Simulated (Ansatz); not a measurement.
A geometry of TiTe2 away from equilibrium: step 2 of the relaxation of a relaxed TiTe2 cell displaced along its unstable phonon at q = (0, 0, ½) of its primitive reciprocal cell (62i cm⁻¹), largest move 0.15 Å. Level of theory: PBE (plane waves to 420 eV, PAW, scalar-relativistic; Ansatz, a quantum-chemistry and plane-wave program). Γ-centred k-mesh 7×7×3 on the run's cell (coarser than for final values), Fermi–Dirac smearing 0.05 eV.

```xyz
12
Lattice="4.8381 0.0000 0.0000 0.0000 4.9036 0.0000 0.0000 0.0000 14.1058" Properties=species:S:1:pos:R:3:forces:R:3 pbc="T T T" free_energy=-65842.768 pressure_GPa=-0.3
Ti     0.0000    -0.3063    -0.0307    0.0000   -0.4158   -0.0758
Ti     0.0000     0.3063     7.0222    0.0000    0.4158   -0.0758
Ti     2.4190     2.7582     3.5572    0.0000    0.4158    0.0758
Ti     2.4190     2.1455    10.6101    0.0000   -0.4158    0.0758
Te     0.0000     2.5322     2.1385    0.0000    0.1417    0.0263
Te     0.0000     2.3715     9.1914    0.0000   -0.1417    0.0263
Te     2.4190     0.2729     4.9392    0.0000   -0.0444   -0.0222
Te     2.4190    -0.2729    11.9921    0.0000    0.0444   -0.0222
Te     0.0000     2.7247     5.6402    0.0000   -0.0444    0.0222
Te     0.0000     2.1790    12.6932    0.0000    0.0444    0.0222
Te     2.4190    -0.0803     1.3880    0.0000   -0.1417   -0.0263
Te     2.4190     0.0803     8.4409    0.0000    0.1417   -0.0263
```

Positions in Å, forces in eV/Å, free energy of the cell in eV (comparable only within this code, potentials and settings). Largest force: 0.42 eV/Å, on Ti1, Ti2, Ti3, Ti4 (atoms numbered as listed); the geometry lies 0.21 eV/atom above the end of its relaxation.

No spin polarisation in the result.

The run could not lose the symmetry of its start, so the end can be a saddle point.

The end of the path is a generated cell of TiTe2: the first start was made by placing the elements on the sites of a structure type, and the end was not matched to a known phase here, so it may be hypothetical. Known forms of TiTe2 include space group No. 164.
